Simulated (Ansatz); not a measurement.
### Question
Name crystals whose computed values (r²SCAN (plane waves, PAW; program Ansatz)) fall in these windows: electron conductivity mass (mₑ) 0.21 to 0.29; HSE06 gap (eV) 3.3 to 4.7; B₀ by P(V) fit (GPa) 190 to 220.

### Answer


| crystal | electron conductivity mass (mₑ) | HSE06 gap (eV) | B₀ by P(V) fit (GPa) |
|---|---|---|---|
| AlGaN2, P3m1 (Pearson symbol hP8) | 0.25 | 4.09 | 204 |
Others may fit too.

Built on a structure type that need not be the filed one of that space group: AlGaN2, P3m1 (Pearson symbol hP8). Standing as an ambient phase not checked: AlGaN2, P3m1 (Pearson symbol hP8). The cell was relaxed under the symmetry of its start. Spin–orbit coupling is left out wherever it is not named.

Potentials: the earlier of the program's two PAW sets.
